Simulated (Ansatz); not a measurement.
In AlRu (CsCl type) the Ru atom of the primitive cell, with all its periodic images, is moved by 0.02 Å along x.

```xyz
2
Lattice="3.0000 0.0000 0.0000 0.0000 3.0000 0.0000 0.0000 0.0000 3.0000" Properties=species:S:1:pos:R:3 pbc="T T T"
Ru    0.0200    0.0000    0.0000
Al    1.5000    1.5000    1.5000
```

Theory: Ansatz, PBE, plane waves, PAW datasets (generated soft set 1).

Cutoff 420 eV; k-mesh 8×8×8 Γ-centred; Fermi–Dirac smearing of 0.1 eV; no spin polarisation.

Problem. What force results, and what does it mean for the zone-centre vibration?

Solution. The force on it along the displacement is -0.1496 eV/Å, a force constant of 7.48 eV/Å². With the reduced mass of 21.30 u the zone-centre optical mode lies at 309 cm⁻¹ (9.27 THz) in this finite-step estimate.

```json
{"atom": "Ru1", "Fx (eV/Å)": "-0.1496", "Fy (eV/Å)": "0.0000", "Fz (eV/Å)": "0.0000"}
{"atom": "Al2", "Fx (eV/Å)": "0.1496", "Fy (eV/Å)": "0.0000", "Fz (eV/Å)": "0.0000"}
```

The k-mesh is modest, so these values aren't fully converged in k.
